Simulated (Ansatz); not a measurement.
# Data sheet: MgPt3 (DFT)

MgPt3:
```
MgPt3
1.0
    3.87974     0.00000     0.00000
    0.00000     3.87974     0.00000
    0.00000     0.00000     3.87974
Mg Pt
1 3
Direct
  0.00000   0.00000   0.00000
  0.50000   0.50000   0.00000
  0.00000   0.50000   0.50000
  0.50000   0.00000   0.50000
```

Space group Pm-3m (No. 221), Cu3Au type; conventional cell a = 3.8797 Å, b = 3.8797 Å, c = 3.8797 Å, α = 90.00°, β = 90.00°, γ = 90.00°.

Method: LDA in the plane-wave PAW code Ansatz. Geometry: relaxed at this level of theory. Other levels are named where they apply.

**Cell and energy**

| Property | Value |
|---|---|
| Volume per atom | 14.60 Å³ |
| Density | 17.33 g/cm³ |
| Formation energy from the elements (no fitted shifts) | -0.60 eV/atom |

**Electronic structure**

| Quantity | Value |
|---|---|
| Electronic character | metallic (no gap) |
| Density of states at the Fermi level | 0.94 states/eV per atom (mean over ±0.08 eV) |

**Mechanics**

| Property | Value |
|---|---|
| Bulk modulus (Birch–Murnaghan fit) | 228 GPa |
| Pressure derivative B′ | 5.2 |
| Elastic constants (relaxed ions, GPa) | C11 = 318, C12 = 185, C44 = 130 |
| Mechanical stability | stable (all eigenvalues of C positive) |
| Hill bulk and shear moduli | 229 and 99.5 GPa |
| Young's modulus | 261 GPa |
| Poisson's ratio | 0.31 |
| Debye temperature from the elastic constants | 326 K |

**Phonons**

| Property | Result |
|---|---|
| Highest zone-centre frequency | 287 cm^-1 |
| Zone-centre stability | no imaginary mode at Γ |

The workflow started from an entry of the Crystallography Open Database (COD); the relaxed space group is not among those it files for this formula. COD files the formula under space group No. 123, so this cell is another polymorph or a model. Its standing as an ambient phase is unchecked. Symmetry was held in the LDA relaxation. No spin polarisation was allowed. As this level gives no gap, shear constants depend on the k-mesh and smearing (Fermi–Dirac, 0.1 eV here). As this level gives no gap, phonon frequencies hold no LO–TO term and depend on the k-mesh and smearing (Fermi–Dirac, 0.1 eV here). On the denser mesh and wider smearing of the elastic run this cell carries a stress of 0.4 GPa. The references are the lowest solids computed at this level, not always the standard phases. Spin–orbit coupling is left out wherever it is not named.

Potentials: the later of the program's two PAW sets.
